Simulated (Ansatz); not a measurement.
Given:

AlAg:
Space group Fm-3m (No. 225); a = 5.3642 Å, b = 5.3642 Å, c = 5.3642 Å, α = 90.00°, β = 90.00°, γ = 90.00°

```tsv
atom	site	symmetry	x	y	z
Ag	4a	m-3m	0.0000	0.0000	0.0000
Al	4b	m-3m	0.5000	0.5000	0.5000
```
(The calculation used a cell of 2 atoms; values per cell refer to that cell.)

This is the r²SCAN-relaxed structure.

Problem. All from the program Ansatz at the r²SCAN level (PAW), unless another level is named. Predict the density of states at the Fermi level.

Solution. 0.38 states/eV per atom (mean over ±0.08 eV).

Problem. Give the formation energy from the elements (no fitted shifts).

Solution. 0.35 eV/atom.

The start of the workflow was typed in or built on a structure type; neither database checked (COD, Materials Project) lists it. Its standing as an ambient phase is unchecked. The cell was relaxed with r²SCAN under the symmetry of its start. At this level the phase is mechanically unstable. No spin polarisation was allowed. The volume moved by 21 % from the start of the relaxation. Its formation energy is positive at this level, so the cell may be metastable or incomplete. The references are the lowest solids computed at this level, not always the standard phases. Spin–orbit coupling is left out wherever it is not named.

Potentials: the earlier of the program's two PAW sets.
